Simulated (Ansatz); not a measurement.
A: WSi2 (MoSi2 type, space group I4/mmm), a = 3.2292 Å, b = 3.2292 Å, c = 7.8672 Å, α = 90.00°, β = 90.00°, γ = 90.00°
B: Sn (beta-Sn type, space group I4_1/amd), a = 5.9470 Å, b = 5.9470 Å, c = 3.2123 Å, α = 90.00°, β = 90.00°, γ = 90.00°
C: BaTiO$_{3}$ (tetragonal-perovskite type, space group P4mm), a = 3.9855 Å, b = 3.9855 Å, c = 4.2013 Å, α = 90.00°, β = 90.00°, γ = 90.00°

Scan: energy against volume (even scaling of the relaxed cell, symmetry kept). All come from one method, each on a k mesh of its own. All were relaxed with their symmetry unable to fall. BaTiO3 is run without spin polarisation. Spin-orbit coupling is left out. WSi2 is run without spin polarisation.

Order them by bulk modulus at fixed cell shape (fitted) (highest first) at the level PBE (plane waves to 420 eV, PAW, scalar-relativistic; Ansatz, an electronic-structure program).

A (218 GPa), C (125 GPa), B (47.5 GPa)

(A scan under strain: stresses follow from slopes of the energy per volume, elastic moduli from its curvatures.)
